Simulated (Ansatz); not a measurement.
Here is the system:

ZnS:
Space group P4/nmm, origin choice 1 (No. 129); a = b = 4.666 Å, c = 4.060 Å, α = β = γ = 90.00°

```tsv
atom	site	symmetry	x	y	z
Zn	2c	4mm	0.5000	0.0000	0.0623
S	2a	-4m2	0.0000	0.0000	0.0000
```

This is the LDA-relaxed structure.

All from LDA in the plane-wave PAW code Ansatz, unless another level is named. Give the bulk modulus (Birch–Murnaghan fit).

8.8 GPa.

What about the highest zone-centre frequency?

350 cm^-1.

The cell is a constructed one: a structure type filled with these elements; neither database checked (COD, Materials Project) lists it. It is not the phase usual at ambient conditions (space group No. 186, 216). Symmetry was held in the LDA relaxation. At this level the phase is dynamically unstable (imaginary phonons). A crystal of weakly bound layers computed without a dispersion correction: the cell and the soft elastic constants depend strongly on that. As this level gives no gap, phonon frequencies hold no LO–TO term and depend on the k-mesh and smearing (Fermi–Dirac, 0.1 eV here).

Potentials: the later of the program's two PAW sets.
